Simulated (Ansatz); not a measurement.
The relaxation started from an entry of Materials Project.

The end point of a relaxation of Rb2ZnI4. The numbers are results of r2SCAN (plane waves to 500 eV, PAW, scalar-relativistic; Ansatz, a quantum-chemistry and plane-wave program), not measurements.

```cif
data_I8Rb4Zn2
_chemical_formula_sum 'Rb4 Zn2 I8'
_space_group_name_H-M_alt 'P 1'
_space_group_IT_number 1
_cell_length_a 7.79370
_cell_length_b 8.21516
_cell_length_c 10.35272
_cell_angle_alpha 90.000
_cell_angle_beta 109.371
_cell_angle_gamma 90.000
loop_
_space_group_symop_operation_xyz
  'x, y, z'
loop_
_atom_site_label
_atom_site_type_symbol
_atom_site_fract_x
_atom_site_fract_y
_atom_site_fract_z
_atom_site_occupancy
Rb1 Rb 0.30087 0.75000 0.95957 1
Rb2 Rb 0.69913 0.25000 0.04043 1
Rb3 Rb 0.21156 0.75000 0.41814 1
Rb4 Rb 0.78844 0.25000 0.58186 1
Zn1 Zn 0.70279 0.75000 0.78735 1
Zn2 Zn 0.29721 0.25000 0.21265 1
I1 I 0.87302 0.75000 0.05320 1
I2 I 0.12698 0.25000 0.94680 1
I3 I 0.91757 0.75000 0.64035 1
I4 I 0.08243 0.25000 0.35965 1
I5 I 0.48608 0.00279 0.72537 1
I6 I 0.51392 0.99721 0.27463 1
I7 I 0.51392 0.50279 0.27463 1
I8 I 0.48608 0.49721 0.72537 1
```

**Question.** Determine the symmetry and give the standard cell with its independent sites.

**Answer.** Space group P2₁/m (No. 11); a = 7.7937 Å, b = 8.2152 Å, c = 10.3527 Å, α = 90.00°, β = 109.37°, γ = 90.00°

| atom | site | symmetry | x | y | z |
|---|---|---|---|---|---|
| Rb | 2e | m | 0.6991 | 0.2500 | 0.0404 |
| Rb | 2e | m | 0.2116 | 0.7500 | 0.4181 |
| Zn | 2e | m | 0.2972 | 0.2500 | 0.2127 |
| I | 2e | m | 0.1270 | 0.2500 | 0.9468 |
| I | 2e | m | 0.0824 | 0.2500 | 0.3597 |
| I | 4f | 1 | 0.4861 | 0.0028 | 0.7254 |

**Question.** Give the shortest distances between elements (the closest pairs, up to four, under 3.6 Å).

**Answer.** I–Zn 2.61 Å.

```json
{
 "volume_per_atom": "44.67 Å³",
 "band_gap": "3.71 eV, direct at Γ (no spin-orbit coupling)"
}
```

No spin polarisation in the result.

The run could not lose the symmetry of its start.
